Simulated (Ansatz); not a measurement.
SiW in space group I4_1md (No. 109; W on 4a, Si on 4a) at seven volumes, DFT-PBE in the program Ansatz with PAW potentials, shape and atoms relaxed at each. One row is withheld.

```tsv
V (Å³/atom)	P (GPa)
13.825	24.38
14.281	14.99
14.736	6.93
15.192	0.00
15.648	?
16.104	-11.02
16.559	-15.37
```

Question: Fit the shown pressures and predict the withheld one.

Answer: P = (3/2)B₀(x^(7/2) − x^(5/2))[1 + (3/4)(B′ − 4)(x − 1)] with x = (V₀/V)^(2/3). Least squares on the six rows gives V₀ = 15.193 Å³/atom, B₀ = 213 GPa, B′ = 4.10. At V = 15.648, x = 0.9805 and P = -5.92 GPa. The run itself gave -5.94 GPa.

The cell is a constructed one: a structure type filled with these elements; neither database checked (COD, Materials Project) lists it. Whether it is the stable phase at ambient conditions was not checked. Symmetry was held in the PBE relaxation; whether a distortion lowers the energy is not shown. The run is not spin-polarised. Scalar-relativistic: spin–orbit coupling is off unless named, which matters more the heavier the elements.

Potentials: the later of the program's two PAW sets.
